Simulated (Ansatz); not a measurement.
YOF:
```yaml
crystal:
  lattice:
    - [3.81077, 0.00000, 0.00000]
    - [0.00000, 3.81077, 0.00000]
    - [0.00000, 0.00000, 5.42168]
  atoms:
    - { symbol: Y, position: [0.50000, 0.00000, 0.71134] }
    - { symbol: Y, position: [0.00000, 0.50000, 0.28866] }
    - { symbol: O, position: [0.00000, 0.00000, 0.50000] }
    - { symbol: O, position: [0.50000, 0.50000, 0.50000] }
    - { symbol: F, position: [0.50000, 0.50000, 0.00000] }
    - { symbol: F, position: [0.00000, 0.00000, 0.00000] }
```

PBEsol in the plane-wave PAW code Ansatz gives a gap of 5.03 eV without spin–orbit coupling, maximum on the A–Z line, 51 % of the way from A, minimum at Γ.

Q: What happens when spin–orbit coupling is switched on?

A: The gap hardly moves, to 5.03 eV; maximum on the A–Z line, 51 % of the way from A, minimum at Γ.

Q: Give the electron effective mass with spin–orbit coupling.

A: 0.47, 0.47, 0.67 mₑ (principal values).

Space group P4/nmm. The first step of the workflow began from a Materials Project structure, measured or hypothetical; the Crystallography Open Database copy checked does not list it. COD files the formula under space group No. 166, so this cell is another polymorph or a model. Its standing as an ambient phase is unchecked. The PBEsol relaxation kept the symmetry of its start; whether a distortion lowers the energy is not shown. No spin polarisation was allowed.

Potentials: the later of the program's two PAW sets.
